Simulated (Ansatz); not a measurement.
Structure from Materials Project entry mp-1936 (possibly hypothetical), not relaxed further.

TaAs: DFT, LDA, PAW with Ansatz's default frozen-core files, scalar-relativistic (Ansatz 0.2.0).

Command: `ansatz run input.yaml --threads 1 --pin off --max-ram 4096MiB --backend cpu --events-out ev --progress --plain --runs-dir out` The run took about 85 s on 1 thread of a shared machine.

```yaml
crystal:
  lattice:
    - [-1.7218133622, 1.7218133622, 5.8679415361]
    - [1.7218133622, -1.7218133622, 5.8679415361]
    - [1.7218133622, 1.7218133622, -5.8679415361]
  atoms:
    - { symbol: Ta, position: [0.2499673, 0.7499673, 0.5] }
    - { symbol: Ta, position: [0.4999673, 0.4999673, 0.0] }
    - { symbol: As, position: [0.83263212, 0.33263212, 0.5] }
    - { symbol: As, position: [0.08263212, 0.08263212, 0.0] }
kpoints:
  mp_grid: { grid: [15, 15, 15] }
  band_path:
    path:
      - [0.0, 0.0, 0.0]
      - [0.0, 0.0, 0.5]
      - [0.25, 0.25, 0.25]
      - [0.0, 0.5, 0.0]
      - [0.0, 0.0, 0.0]
      - [0.5, 0.5, -0.5]
      - [0.2715248731, 0.7284751269, -0.2715248731]
      - [-0.2715248731, 0.2715248731, 0.2715248731]
      - [0.0, 0.0, 0.0]
    npoints: 8
scf:
  occupations: { method: fermi_dirac, width: 0.08 }
hamiltonian:
  xc: lda
  pseudopotentials: { kind: paw }
output:
  forces: true
  stress: true
  eigenvalues: true
  efg: { contact_densities: true }
  populations: true
  bader: true
  dos: { projected: true, de: 0.2, e_range: [-14, 8] }
  write_density: true
  write_potential: true
  elf: true
  volumetric_format: npy
```

Output:

```
basis.fft_grid_basis auto: the FFT boxes are laid along the combinations [[1, -1, 0], [0, 1, 0], [1, 0, 1]] of the cell's own vectors, 4.870, 6.353 and 3.444 Å long. The dense box has 36×45×24 points. Along the cell's own vectors, as sized, it would have 45×45×45, 2.34 times as many. Of the 8 symmetry operations that the crystal satisfies within crystal.symmetry.tolerance (time reversal apart; of a slab, those that keep its plane) the dense box along the cell's own vectors carries 8, and the one as laid loses 7 of those. basis.fft_grid_basis: typed keeps the cell's own vectors: state it where this run's energies or levels are differenced outside the engine with another run's, or held beside a run that keeps those vectors. Those combinations have planes normal to reciprocal vector 3, as the cell's own vectors have. Each planar average written beside output.write_density, output.write_potential has a row for each plane of the box: 24. The volumetric files lie along those combinations, not along the cell's own vectors: a cube or XSF file states them, and fields.json those of NumPy files.
Ta: output.efg is read without spin–orbit coupling, which moves field gradients at and beside such atoms by some per cent and up to a factor of two; PAW files take it under magnetization.noncollinear and magnetization.spin_orbit
Engine: ansatz 0.2.0
Pseudopotentials: kind: paw
Pseudopotential: Ta, paw, valence charge 13, recommended cutoff 420 eV (normal)
Pseudopotential: As, paw, valence charge 15, recommended cutoff 420 eV (normal)
Functional definition: SPW92
  exchange = slater_x
  correlation = pw_c
Crystal: 4 atoms, lattice volume = 69.585 Å³
Basis set: ecut = 420 eV, 1371 PW (Γ), FFT grids on a1−a2, a2, a1+a3
Bands: 34, of which v1, the nominal top of the filled ones, is band 28 counted from 1 (27 counted from 0)
Symmetry: 8 space group operations
Space group: I41md (ITA 109), of the structure as read, at distance tolerance 4.1e-5 Å
k-points: 288 of 3375 (time reversal used)
Non-local potential: Ta, projectors of the file, l = 0: 3, l = 1: 2, l = 2: 2, l = 3: 1
Non-local potential: As, projectors of the file, l = 0: 2, l = 1: 2, l = 2: 3, l = 3: 1
PAW form: soft (Blöchl's): semilocal exchange-correlation on the pseudo side does not see the compensation charge
PAW frozen core: Ta, regenerated for the run's functional, and the local potential with it (the file was generated under x = pbe(κ = 0.804, μ = 0.2195149727645171), c = pbe(β = 0.06672455060314922))
PAW frozen core: As, regenerated for the run's functional, and the local potential with it (the file was generated under x = pbe(κ = 0.804, μ = 0.2195149727645171), c = pbe(β = 0.06672455060314922))
PAW one-centre angular grid: Ta, 590 points (default); XC on 64 Gauss nodes
PAW one-centre angular grid: As, 590 points (default); XC on 64 Gauss nodes
Initial density: superposition of atomic densities (neutral atoms: chi_scale 0, normalization atom), corrected by the library's trained network
Initial wavefunctions: pseudopotential atomic-orbital guess
Functional: x = slater, c = lda
SCF iter   1: F=—  HF=-28915.042347 eV  |F-HF|=—  |Δ(HF+E_count)|=         —  Δρ=8.80e-3  dr2=3.60e-2  ethr=1.77e-3  ⟨swp⟩=5.6  Hψ=38824  notcnv=0
preconditioner: auto → Kerker (q_TF=auto, 2.631 Å⁻¹)  [metal: Δε(μ)=0.013 eV  Ē_g=7.472 eV  σ=0.080 eV  W_gap=0.04  n_scr=24 (ndim 8)  ℏωp=19.9 eV  f_vac=0.000  D(μ)=0.45/eV (n_scr^D=2)]
SCF iter   2: F=—  HF=-28915.035638 eV  |F-HF|=—  |Δ(HF+E_count)|=   6.71e-3  Δρ=5.07e-3  dr2=1.29e-2  ethr=6.43e-5  ⟨swp⟩=1.0  Hψ=12096  notcnv=0
SCF iter   3: F=—  HF=-28915.032274 eV  |F-HF|=—  |Δ(HF+E_count)|=   3.36e-3  Δρ=6.37e-4  dr2=3.08e-4  ethr=2.30e-5  ⟨swp⟩=2.0  Hψ=12404  notcnv=0
SCF iter   4: F=—  HF=-28915.032134 eV  |F-HF|=—  |Δ(HF+E_count)|=   1.40e-4  Δρ=1.10e-4  dr2=1.06e-5  ethr=5.51e-7  ⟨swp⟩=2.5  Hψ=14943  notcnv=0
SCF iter   5: F=—  HF=-28915.032135 eV  |F-HF|=—  |Δ(HF+E_count)|=   1.01e-6  Δρ=3.17e-5  dr2=9.00e-7  ethr=1.89e-8  ⟨swp⟩=2.0  Hψ=17223  notcnv=0
SCF iter   6: F=—  HF=-28915.032135 eV  |F-HF|=—  |Δ(HF+E_count)|=   4.24e-8  Δρ=1.76e-5  dr2=2.54e-7  ethr=1.79e-10  ⟨swp⟩=10.3  Hψ=78894  notcnv=0
SCF iter   7: F=-28915.032134 eV  HF=-28915.032134 eV  |F-HF|=2.51e-10  |Δ(HF+E_count)|=   4.17e-7  Δρ=5.16e-6  dr2=1.66e-8  ethr=1.79e-10  ⟨swp⟩=9.0  Hψ=78126  notcnv=0
SCF 1 converged in 7 iterations: F = -28915.032134 eV  dr2 = 1.66e-8
  greatest PAW one-centre occupation: 1.000 electrons in one spin orbital (limit 2), on the Ta atom at site 1 (counted from 0), in its partial waves of l = 0
NSCF: frozen V_eff on 65 k-points
SCF converged after 7 iterations
Free energy (F): -28915.032134 eV
Harris-Foulkes:  -28915.032134 eV  (|F-HF|=2.51e-10)
Internal energy: -28915.021271 eV  (E = F + TS)
E sigma→0 (E₀):  -28915.026703 eV
Entropy (-TS):   -0.010864 eV (-2.716 meV/atom)
Fermi energy:    16.669396 eV
--- Per-component energies (eV) ---
  E_band       = -572.533527
  E_kinetic    = 944.962385
  E_local      = -4077.288669  (includes V_loc(G=0)·N_el)
  E_nonlocal   = -1289.014203
  E_hartree    = 2103.282019
  E_xc         = -594.583755
  E_vxc        = -571.356330  (∫ρ·V_xc dr)
  E_paw        = -19807.541085  (= ΣΔE_a)
  E_vpaw       = 213.598014  (= ΣTr[D̂ρ^β])
  E_aug_tail   = 0.000278  (compensation charges beyond the density's cutoff)
  E_ewald      = -6199.506507
  E_core_change = 4.668266  (= ΣΔE_core)
  E_smearing   = -0.010864  (= −TS)
  E_closure    = -0.000000  (closes the sum)
  Σ components = -28915.032134   (vs F -28915.032134, Δ=0.00e0)
--- Forces (eV/Å), atoms counted from 1 ---
  atom   1  Ta     0.00000000     0.00000000     0.01599379
  atom   2  Ta    -0.00000000     0.00000000     0.01599379
  atom   3  As     0.00000000     0.00000000    -0.01599809
  atom   4  As    -0.00000000    -0.00000000    -0.01599809
  max |Σ_I F_I| component: 8.61e-6 eV/Å
--- Stress (GPa, compression-positive) ---
       -7.535195       0.000000      -0.000000
        0.000000      -7.535195       0.000000
       -0.000000      -0.000000      -7.578238
  P = ⅓ Tr σ = -7.5495 GPa (-75.495 kbar)
--- PAW observables at the nuclei: V_zz in 10²¹ V/m², potentials from the cell's mean, atoms counted from 1 ---
  atom   1  Ta V_zz =    +3.185520   η = 0.8815   by run symmetry: allowed
            electrostatic potential = -14496.121018 V   contact ρ = 8123628.417385 e/Å³
  atom   2  Ta V_zz =    +3.185520   η = 0.8815   by run symmetry: allowed
            electrostatic potential = -14496.121018 V   contact ρ = 8123628.417385 e/Å³
  atom   3  As V_zz =    +1.991085   η = 0.1026   by run symmetry: allowed
            electrostatic potential = -4525.235091 V   contact ρ = 234338.154742 e/Å³
  atom   4  As V_zz =    +1.991085   η = 0.1026   by run symmetry: allowed
            electrostatic potential = -4525.235091 V   contact ρ = 234338.154742 e/Å³
--- Band table (eV; the first three rows and the last of 288) ---
  k-point 0: bands = ["-51.5949", "-51.5847", "-19.1255", "-19.1255", "-19.0952", "-19.0921", "-19.0821", "-19.0804", "-19.0787", "-19.0787", "-19.0774", "-19.0682", "-18.1852", "-18.1196", "-18.1196", "-17.9901", "-17.9901", "-17.9380", "2.7035", "5.1760", "9.7678", "13.5935", "14.2390", "14.2390", "14.3738", "14.7520", "15.0768", "15.0768", "17.5991", "18.2497", "19.0056", "19.7774", "19.7774", "20.0333"]
  k-point 1: bands = ["-51.5944", "-51.5844", "-19.1272", "-19.1263", "-19.0945", "-19.0908", "-19.0866", "-19.0839", "-19.0785", "-19.0775", "-19.0734", "-19.0681", "-18.1813", "-18.1260", "-18.1245", "-17.9975", "-17.9933", "-17.9372", "2.8219", "5.2217", "9.8427", "13.3311", "14.0680", "14.1790", "14.2374", "14.5617", "15.1360", "15.2919", "17.3913", "17.9960", "19.1237", "19.4951", "19.8268", "20.2811"]
  k-point 2: bands = ["-51.5930", "-51.5837", "-19.1320", "-19.1263", "-19.0970", "-19.0916", "-19.0893", "-19.0881", "-19.0770", "-19.0766", "-19.0695", "-19.0677", "-18.1726", "-18.1405", "-18.1384", "-18.0171", "-18.0028", "-17.9362", "3.1615", "5.3368", "10.0909", "12.7318", "13.5163", "13.5801", "13.7943", "14.7676", "15.4987", "15.6284", "17.0373", "17.3820", "19.0967", "19.4098", "20.0032", "20.2803"]
  k-point 287: bands = ["-51.5897", "-51.5896", "-19.1317", "-19.1316", "-19.0903", "-19.0896", "-19.0839", "-19.0819", "-19.0771", "-19.0759", "-19.0710", "-19.0705", "-18.1416", "-18.1301", "-18.0616", "-18.0606", "-17.9848", "-17.9770", "3.7374", "3.7481", "12.1195", "12.1613", "13.5179", "13.7903", "13.8387", "14.2036", "15.5912", "15.8989", "17.7326", "18.1767", "18.7707", "18.9707", "19.6950", "19.8259"]
--- Löwdin populations: 4 sites ---
  site symbol       q [e]
     0     Ta     12.7247
     1     Ta     12.7247
     2     As     15.1530
     3     As     15.1530
  spilling = 0.004366 (of n_electrons = 56.000000)
--- Bader charges: 4 sites ---
  site symbol  charge [e]  shift [e]
     0     Ta      1.0318     0.0033
     1     Ta      1.0319     0.0033
     2     As     -1.0318     0.0033
     3     As     -1.0319     0.0033
  estimated error of the sums over rays = 5.7e-4 e
```

populations.tsv:

```
# site	symbol	l	j	q
# orbitals = lowdin
# n_electrons = 56.000000
# spilling = 0.004366
0	Ta	0_5S	-	1.962372
0	Ta	0_6S	-	0.587688
0	Ta	1_5P	-	5.987142
0	Ta	2_5D	-	4.187545
1	Ta	0_5S	-	1.962372
1	Ta	0_6S	-	0.587688
1	Ta	1_5P	-	5.987142
1	Ta	2_5D	-	4.187545
2	As	0_4S	-	1.517432
2	As	1_4P	-	3.639392
2	As	2_3D	-	9.996183
3	As	0_4S	-	1.517432
3	As	1_4P	-	3.639392
3	As	2_3D	-	9.996183
```

bader_charges.tsv:

```
# site	symbol	x_ang	y_ang	z_ang	partial_charge_e	electrons	volume_ang3	relative_density_drop	shared_charge_e	partial_wave_shift_e
# quadrature_error_electrons = 5.7e-4
0	Ta	1.7218	0.0000	2.9336	1.03184	71.96816	15.75	-	1.03184	0.00330
1	Ta	0.0000	0.0000	5.8676	1.03186	71.96814	15.75	-	1.03186	0.00330
2	As	0.0000	1.7218	3.9037	-1.03185	34.03185	19.04	-	-1.03185	0.00330
3	As	0.0000	0.0000	0.9698	-1.03186	34.03186	19.04	-	-1.03186	0.00330
```
